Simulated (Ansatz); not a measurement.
Ansatz (an electronic-structure program) input:

Ansatz 0.2 input:
```yaml
crystal:
  lattice:
    - [3.8963487142, 2.249557979, 3.1909607888]
    - [-3.8963487142, 2.249557979, 3.1909607888]
    - [0.0, -4.499115958, 3.1909607888]
  atoms:
    - { symbol: Cs, position: [0.5, 0.5, 0.5] }
    - { symbol: Pb, position: [0.0, 0.0, 0.0] }
    - { symbol: Cl, position: [0.5, 0.0133310011, 0.9866689989] }
    - { symbol: Cl, position: [0.9866689989, 0.5, 0.0133310011] }
    - { symbol: Cl, position: [0.0133310011, 0.9866689989, 0.5] }
kpoints:
  mp_grid: { grid: [5, 5, 5] }
hamiltonian:
  xc: lda
  pseudopotentials: { kind: paw }
scf:
  occupations: { method: fixed }
elastic: { mode: relaxed_ion, stencil: two_point, amplitude: 0.005, f_tol: 0.0005 }
output: { polarization: {} }
```

Output (shortened):

```
Pseudopotential: Cs, paw, valence charge 9
Pseudopotential: Pb, paw, valence charge 14
Pseudopotential: Cl, paw, valence charge 7
Functional definition: SPW92
Crystal: 5 atoms, lattice volume = 167.814 Å³
Basis set: ecut = 420 eV, 3263 PW (Γ)
Bands: 27, of which v1, the nominal top of the filled ones, is band 22 counted from 1 (21 counted from 0)
Symmetry: 6 space group operations
Space group: R32 (ITA 155), of the structure as read, at distance tolerance 5.5e-5 Å
k-points: 19 of 125 (time reversal used)
SCF 1 converged in 10 iterations: F = -20246.782498 eV  dr2 = 1.64e-14
Crystal: 5 atoms, lattice volume = 166.975 Å³
Basis set: ecut = 420 eV, 3247 PW (Γ)
Symmetry: 2 space group operations
k-points: 39 of 125 (time reversal used)
SCF 2 converged in 11 iterations: F = -20246.781916 eV  dr2 = 4.76e-14
relax step   1: F+E_penalty+E_count = -20246.78191617 eV  Δ(F+E_penalty+E_count) = +0.000e0 eV  max|allowed force component| = 2.152e-3 eV/Å  Δτ_max = 0.0000 Å  (11 SCF iters, accepted)
Crystal: 5 atoms, lattice volume = 166.975 Å³
SCF 3 converged in 8 iterations: F = -20246.781922 eV  dr2 = 7.91e-15
relax step   2: F+E_penalty+E_count = -20246.78192191 eV  Δ(F+E_penalty+E_count) = -5.732e-6 eV  max|allowed force component| = 1.587e-3 eV/Å  Δτ_max = 0.0011 Å  (8 SCF iters, accepted)
Crystal: 5 atoms, lattice volume = 166.975 Å³
SCF 4 converged in 9 iterations: F = -20246.781951 eV  dr2 = 3.12e-14
relax step   3: F+E_penalty+E_count = -20246.78195063 eV  Δ(F+E_penalty+E_count) = -2.872e-5 eV  max|allowed force component| = 3.498e-3 eV/Å  Δτ_max = 0.0077 Å  (9 SCF iters, accepted)
Crystal: 5 atoms, lattice volume = 166.975 Å³
SCF 5 converged in 10 iterations: F = -20246.781999 eV  dr2 = 9.35e-15
relax step   4: F+E_penalty+E_count = -20246.78199923 eV  Δ(F+E_penalty+E_count) = -4.861e-5 eV  max|allowed force component| = 5.967e-3 eV/Å  Δτ_max = 0.0165 Å  (10 SCF iters, accepted)
Crystal: 5 atoms, lattice volume = 166.975 Å³
SCF 6 converged in 10 iterations: F = -20246.782061 eV  dr2 = 6.64e-14
relax step   5: F+E_penalty+E_count = -20246.78206065 eV  Δ(F+E_penalty+E_count) = -6.142e-5 eV  max|allowed force component| = 8.813e-3 eV/Å  Δτ_max = 0.0375 Å  (10 SCF iters, accepted)
Crystal: 5 atoms, lattice volume = 166.975 Å³
SCF 7 converged in 9 iterations: F = -20246.782133 eV  dr2 = 8.54e-15
relax step   6: F+E_penalty+E_count = -20246.78213287 eV  Δ(F+E_penalty+E_count) = -7.221e-5 eV  max|allowed force component| = 7.386e-3 eV/Å  Δτ_max = 0.0039 Å  (9 SCF iters, accepted)
Crystal: 5 atoms, lattice volume = 166.975 Å³
SCF 8 converged in 10 iterations: F = -20246.782455 eV  dr2 = 4.15e-14
relax step   7: F+E_penalty+E_count = -20246.78245453 eV  Δ(F+E_penalty+E_count) = -3.217e-4 eV  max|allowed force component| = 9.197e-3 eV/Å  Δτ_max = 0.0313 Å  (10 SCF iters, accepted)
Crystal: 5 atoms, lattice volume = 166.975 Å³
SCF 9 converged in 11 iterations: F = -20246.783969 eV  dr2 = 2.32e-14
relax step   8: F+E_penalty+E_count = -20246.78396881 eV  Δ(F+E_penalty+E_count) = -1.514e-3 eV  max|allowed force component| = 8.618e-3 eV/Å  Δτ_max = 0.0982 Å  (11 SCF iters, accepted)
Crystal: 5 atoms, lattice volume = 166.975 Å³
SCF 10 converged in 11 iterations: F = -20246.784274 eV  dr2 = 6.03e-15
[...]
SCF 66 converged in 11 iterations: F = -20246.785199 eV  dr2 = 2.34e-14
relax step  11: F+E_penalty+E_count = -20246.78519927 eV  Δ(F+E_penalty+E_count) = -2.170e-3 eV  max|allowed force component| = 3.737e-2 eV/Å  Δτ_max = 0.0988 Å  (11 SCF iters, accepted)
Crystal: 5 atoms, lattice volume = 167.813 Å³
SCF 67 converged in 12 iterations: F = -20246.780322 eV  dr2 = 1.26e-14
relax step  12: F+E_penalty+E_count = -20246.78032216 eV  Δ(F+E_penalty+E_count) = +4.877e-3 eV  max|allowed force component| = 7.767e-2 eV/Å  Δτ_max = 0.1458 Å  (12 SCF iters, rejected (line search))
Crystal: 5 atoms, lattice volume = 167.813 Å³
SCF 68 converged in 11 iterations: F = -20246.786365 eV  dr2 = 3.47e-14
relax step  13: F+E_penalty+E_count = -20246.78636470 eV  Δ(F+E_penalty+E_count) = -1.165e-3 eV  max|allowed force component| = 6.578e-3 eV/Å  Δτ_max = 0.0448 Å  (11 SCF iters, accepted)
Crystal: 5 atoms, lattice volume = 167.813 Å³
SCF 69 converged in 11 iterations: F = -20246.786005 eV  dr2 = 9.89e-15
relax step  14: F+E_penalty+E_count = -20246.78600499 eV  Δ(F+E_penalty+E_count) = +3.597e-4 eV  max|allowed force component| = 1.826e-2 eV/Å  Δτ_max = 0.0731 Å  (11 SCF iters, rejected (line search))
Crystal: 5 atoms, lattice volume = 167.813 Å³
SCF 70 converged in 10 iterations: F = -20246.786492 eV  dr2 = 5.67e-14
relax step  15: F+E_penalty+E_count = -20246.78649159 eV  Δ(F+E_penalty+E_count) = -1.269e-4 eV  max|allowed force component| = 1.793e-3 eV/Å  Δτ_max = 0.0184 Å  (10 SCF iters, accepted)
Crystal: 5 atoms, lattice volume = 167.813 Å³
SCF 71 converged in 9 iterations: F = -20246.786499 eV  dr2 = 2.02e-14
relax step  16: F+E_penalty+E_count = -20246.78649922 eV  Δ(F+E_penalty+E_count) = -7.627e-6 eV  max|allowed force component| = 1.145e-3 eV/Å  Δτ_max = 0.0059 Å  (9 SCF iters, accepted)
Crystal: 5 atoms, lattice volume = 167.813 Å³
SCF 72 converged in 8 iterations: F = -20246.786500 eV  dr2 = 6.02e-14
relax step  17: F+E_penalty+E_count = -20246.78650012 eV  Δ(F+E_penalty+E_count) = -8.985e-7 eV  max|allowed force component| = 8.545e-4 eV/Å  Δτ_max = 0.0025 Å  (8 SCF iters, accepted)
Crystal: 5 atoms, lattice volume = 167.813 Å³
SCF 73 converged in 8 iterations: F = -20246.786501 eV  dr2 = 2.10e-14
relax step  18: F+E_penalty+E_count = -20246.78650111 eV  Δ(F+E_penalty+E_count) = -9.935e-7 eV  max|allowed force component| = 7.675e-5 eV/Å  Δτ_max = 0.0009 Å  (8 SCF iters, accepted)
Crystal: 5 atoms, lattice volume = 167.813 Å³
SCF 74 converged in 2 iterations: F = -20246.786501 eV  dr2 = 2.54e-15
WARN: C11 and the rest of its column (C11 to C61, from strain 11), C44 and the rest of its column (C14 to C64, from strain 23), every constant that the …
SCF converged after 10 iterations
Free energy (F): -20246.782498 eV
Harris-Foulkes:  -20246.782498 eV  (|F-HF|=7.28e-12)
Internal energy: -20246.782498 eV  (E = F + TS)
E sigma→0 (E₀):  -20246.782498 eV
Fermi energy:    3.792357 eV
--- Per-component energies (eV) ---
  E_band       = -227.528109
  E_kinetic    = 913.811272
  E_local      = -2617.155972  (includes V_loc(G=0)·N_el)
  E_nonlocal   = 477.640482
  E_hartree    = 986.348613
  E_xc         = -710.796207
  E_vxc        = -625.684510  (∫ρ·V_xc dr)
  E_paw        = -16877.947341  (= ΣΔE_a)
  E_vpaw       = -348.836951  (= ΣTr[D̂ρ^β])
  E_aug_tail   = 0.000344  (compensation charges beyond the density's cutoff)
  E_ewald      = -2419.448007
  E_core_change = 0.764318  (= ΣΔE_core)
  E_smearing   =  0.000000  (= −TS)
  E_closure    = 0.000000  (closes the sum)
  Σ components = -20246.782498   (vs F -20246.782498, Δ=0.00e0)
--- Forces (eV/Å), atoms counted from 1 ---
  atom   1  Cs     0.00000000     0.00000000     0.00000000
  atom   2  Pb     0.00000000     0.00000000     0.00000000
  atom   3  Cl     0.00001079    -0.00001868     0.00000000
  atom   4  Cl     0.00001079     0.00001868     0.00000000
  atom   5  Cl    -0.00002157     0.00000000     0.00000000
  max |Σ_I F_I| component: 7.72e-17 eV/Å
--- Stress (GPa, compression-positive) ---
        0.000692       0.000000       0.000000
        0.000000       0.000692       0.000000
        0.000000       0.000000       0.000051
  P = ⅓ Tr σ = 0.0005 GPa (0.005 kbar)
--- Band table (eV; the first three rows and the last of 19) ---
  k-point 0: bands = ["-17.0463", "-12.4797", "-12.4797", "-12.1466", "-12.1466", "-12.1453", "-11.0325", "-9.9574", "-9.9574", "-3.8038", "-3.8038", "-3.8008", "-2.3760", "-0.6571", "-0.6513", "-0.6513", "1.5317", "1.5317", "1.5459", "1.6710", "1.6710", …
  k-point 1: bands = ["-17.0451", "-12.4796", "-12.4353", "-12.1476", "-12.1469", "-12.1457", "-10.9754", "-10.0963", "-9.9555", "-3.7956", "-3.7910", "-3.7896", "-2.9086", "-0.6317", "-0.6307", "0.2025", "1.4422", "1.4923", "1.5276", "1.6279", "1.6359", …
  k-point 2: bands = ["-17.0433", "-12.4793", "-12.3609", "-12.1493", "-12.1479", "-12.1459", "-10.7920", "-10.4136", "-9.9538", "-3.7776", "-3.7735", "-3.7723", "-3.3936", "-0.5926", "-0.5923", "0.8552", "1.3422", "1.4314", "1.4908", "1.5538", "1.5592", …
  k-point 18: bands = ["-17.0389", "-12.2735", "-12.2731", "-12.1517", "-12.1513", "-12.1492", "-10.5785", "-10.4672", "-10.4572", "-4.9199", "-3.8629", "-3.8592", "-3.8428", "0.8659", "0.9402", "0.9611", "1.1803", "1.2525", "1.9220", "1.9363", "1.9739", …
--- Elastic constants: 3 strain directions × 2 members + reference (group order 6) ---
  dense FFT box of the reference and of every strained cell: 40×40×40
  strains applied: 11, 33, 23; error gains …
  C = ∂σ_k/∂η_j (tension-positive GPa; Voigt order 11 22 33 23 13 12):
        31.647     17.059     26.519     11.860      0.000      0.000
        17.059     31.647     26.519    -11.860      0.000      0.000
        25.970     25.970     35.342      0.000      0.000      0.000
        11.613    -11.613      0.000     21.189      0.000      0.000
         0.000      0.000      0.000      0.000     21.189     11.613
         0.000      0.000      0.000      0.000     11.860      7.294
  reference stress σ⁰ (GPa):     -0.001     -0.001      0.000      0.000      0.000      0.000
  moduli (Voigt/Reuss/Hill, GPa): K = 26.41/23.86/25.14   G = 11.87/1.30/6.59   E = 18.17   ν = 0.380
  mechanically stable: yes (min eigenvalue of sym C = 0.60 GPa)
  e, the proper piezoelectric tensor (elastic.mode: relaxed_ion; C/m²; rows x y z; Voigt order 11 22 33 23 13 12):
     -10.61237   10.61237    0.00000   10.58283    0.00000    0.00000
       0.00000    0.00000    0.00000    0.00000  -10.58283   10.61237
       0.00000    0.00000    0.00000    0.00000    0.00000    0.00000
  ±, each entry's uncertainty from the finite density of the strings (C/m²), an estimate: the size of the correction for it that the entry includes:
       0.00241    0.00241    0.00000    0.00248    0.00000    0.00000
       0.00000    0.00000    0.00000    0.00000    0.00248    0.00241
       0.00000    0.00000    0.00000    0.00000    0.00000    0.00000
  harmonic check of the ions' relaxations: strain 11: 1 of 1 pair far from harmonic (see the warning); strain 23 …
  the stresses are not corrected for the forces that the relaxations left standing (`elastic.f_tol`)
  strain η (Voigt 11):  stress-route row diagonal C_11 = 31.65 GPa, energy-path curvature d²(F+E_count+ΔE)/dδ²/Ω₀ = -303.70 GPa
         δ    σ_11 (GPa)             F (eV)   n_scf  n_hpsi   n_pw
    -5.000e-3      -0.3386      -20246.7855297       2    9055   3280   relax 13 steps, max|allowed force component| 3.75e-4 eV/Å
     5.000e-3      -0.0222      -20246.7874252       2    9010   3314   relax 16 steps, max|allowed force component| 9.51e-5 eV/Å
  strain η (Voigt 33):  stress-route row diagonal C_33 = 35.34 GPa, energy-path curvature d²(F+E_count+ΔE)/dδ²/Ω₀ = 35.34 GPa
         δ    σ_33 (GPa)             F (eV)   n_scf  n_hpsi   n_pw
    -5.000e-3      -0.1786      -20246.7820332       2    4399   3279   relax 1 steps, max|allowed force component| 1.52e-5 eV/Å
     5.000e-3       0.1748      -20246.7820425       2    4415   3312   relax 1 steps, max|allowed force component| 4.91e-5 eV/Å
  strain η (Voigt 23):  stress-route row diagonal C_44 = 21.19 GPa, energy-path curvature d²(F+E_count+ΔE)/dδ²/Ω₀ = -314.15 GPa
         δ    σ_23 (GPa)             F (eV)   n_scf  n_hpsi   n_pw
    -5.000e-3      -0.0842      -20246.7867272       2    9049   3299   relax 18 steps, max|allowed force component| 2.74e-4 eV/Å
     5.000e-3       0.1277      -20246.7865011       2    9039   3301   relax 18 steps, max|allowed force component| 7.67e-5 eV/Å
--- Formal polarisation (Berry phase): one branch of a lattice of values; only differences between neighbouring runs are physical ---
  axis  mesh            electronic          ionic      p = total  spread (rad)  least overlap  resolved gap  δp at fixed H ≤   (phases in cycles; p mod 1 …
  b1    5×5×5           0.00000000    15.00000000    15.00000000      0.009298         0.7785        2.5521           3.7e-6
  b2    5×5×5           0.00000000    15.00000000    15.00000000      0.009298         0.7785        2.5521           3.7e-6
  b3    5×5×5           0.00000000    15.00000000    15.00000000      0.009298         0.7785        2.5521           3.7e-6
  quantum along a1:   0.03286869 e/Å² =    52.661447 µC/cm²
  quantum along a2:   0.03286869 e/Å² =    52.661447 µC/cm²
  quantum along a3:   0.03286869 e/Å² =    52.661447 µC/cm²
  P = (  0.00000000,   0.00000000,   0.85566990) e/Å² = (    0.000000,     0.000000,  1370.934317) µC/cm²  (mod the quanta)
```

Cost: roughly 27 core-minutes on shared cores.

The workflow started from a Materials Project entry (that database holds measured and hypothetical structures alike); the Crystallography Open Database copy checked does not list it. COD files the formula under space group No. 221, so this cell is another polymorph or a model. Its standing as an ambient phase is unchecked. Symmetry was held in the LDA relaxation; of distortions, only those at the zone centre were tested, and some modes there are weakly imaginary. Spin–orbit coupling is left out wherever it is not named.

Potentials: the later of the program's two PAW sets.

Ansatz is a plane-wave DFT program.
